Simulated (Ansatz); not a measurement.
Field gradients at the nuclei in TaSi2

The cell is an entry of the Crystallography Open Database (COD), ions relaxed with PBE at fixed cell.

```cif
data_TaSi2
_symmetry_space_group_name_H-M 'P6_222'
_symmetry_Int_Tables_number 180
_cell_length_a 4.7800
_cell_length_b 4.7800
_cell_length_c 6.5640
_cell_angle_alpha 90.000
_cell_angle_beta 90.000
_cell_angle_gamma 120.000
loop_
_atom_site_label
_atom_site_type_symbol
_atom_site_symmetry_multiplicity
_atom_site_Wyckoff_symbol
_atom_site_fract_x
_atom_site_fract_y
_atom_site_fract_z
Ta Ta 3 d 0.5000 0.0000 0.5000
Si Si 6 j 0.1589 0.3179 0.5000
```

One atom of each set is listed.

Level of theory: DFT, PBE, plane waves and PAW, with spin–orbit coupling, 420 eV cutoff, Γ-centred 8×8×5 k-points, Fermi–Dirac smearing 0.05 eV (Ansatz 0.2.0).

C_Q = eQV_zz/h, which is 24.18 MHz for Q = 1 b and V_zz = 10²¹ V/m²; η = (V_xx − V_yy)/V_zz.

¹⁸¹Ta: I = 7/2, Q = 3170 mb. Quadrupole moments are those of Pyykkö's year-2017 table.

Q: Give the quadrupolar parameters of the distinct sites.

A: 

```tsv
site	atoms	first shell	V_xx, V_yy, V_zz (10²¹ V/m²)	η	C_Q (MHz)
Ta	3	10 Si at 2.60–2.82 Å, 4 Ta at 3.24 Å	-0.45, -6.08, 6.53	0.86	501
Si	6	5 Si at 2.55–2.83 Å, 5 Ta at 2.60–2.82 Å; also 2 Si at 3.16 Å	0.65, 2.08, -2.73	0.52	–
```

Si has no stable isotope with a ground-state quadrupole moment in the table, so no C_Q is given.

With no gap above 0.1 eV, as in a metal, the gradients converge slowly in k; expect changes of a tenth or more on a denser mesh. With these PAW files V_zz is typically within 2 to 3 % of all-electron values, but misses above 10 % occur on Ta.

Hardware: 1 thread of Arm Neoverse N1 (aarch64; 28 cores open to the job, memory cap 3.0 GiB, no GPU), a shared host with a load of 0.6 a core. Wall time 3.8 min, CPU time 3.8 min, peak memory 1 GiB.
